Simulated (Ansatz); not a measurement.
# CdH6 (Pm-3m) at 2 levels of theory

One geometry, relaxed with PBE; plane waves with PAW potentials in Ansatz, scalar-relativistic. No spin polarisation. Gaps are the least over mesh and band path; pressure is positive in compression.

Space group Pm-3m (No. 221). a = 5.966 Å, b = 5.966 Å, c = 5.966 Å, α = 90.00°, β = 90.00°, γ = 90.00°
```
atom  site  symmetry       x       y       z
  Cd    1a      m-3m  0.0000  0.0000  0.0000
   H    6f      4m.m  0.0629  0.5000  0.5000
```

```tsv
level	cutoff (eV)	k mesh	gap (eV)	pressure (GPa)
PBE	420	4×4×4	3.77	0.0
```

Task: What comes out on the same cell with r2SCAN?

Result:
| level | cutoff (eV) | k mesh | gap (eV) | pressure (GPa) |
| --- | --- | --- | --- | --- |
| r2SCAN | 500 | 4×4×4 | 4.10 | -0.2 |

The cell holds layers, chains or molecules and no dispersion correction was added, so their binding is poorly described.

The cell was found from a structure generator's guess, not taken from experiment.
